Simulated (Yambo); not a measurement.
Here is the system:

```xyz
4
Lattice="1.9523 1.1272 6.4745 -1.9523 1.1272 6.4745 0.0000 -2.2543 6.4745" Properties=species:S:1:pos:R:3 pbc="T T T"
S      0.0000     0.0000    16.8774
S      0.0000     0.0000     7.4535
Zn     0.0000     0.0000     9.7313
Hg     0.0000     0.0000    19.3529
```

Workflow: LDA (pw.x of Quantum ESPRESSO, ONCV potentials, no spin-orbit coupling), then G0W0 in Yambo (4×4×4 Γ-centred k mesh, bands 9 to 182 and a 8 Ry block in the screening, 182 bands in G with the Bruneval-Gonze terminator, plasmon pole fitted at 27.2 eV).

### Question
Give the LDA and G0W0 gaps between the band edges found on this mesh, and say where the edges lie.

### Answer
Edges: Γ → Γ. LDA: 0.32 eV; G0W0: 1.29 eV. Convergence of the G0W0 settings was not tested. Without spin-orbit coupling, band edges of such heavy elements can be off by tenths of an eV. So small a LDA gap in heavy elements may be inverted, where one-shot corrections to single bands mislead.

Geometry relaxed with LDA.

The structure is a Materials Project entry; no match was found in the copy of COD used, and its stability was not checked.
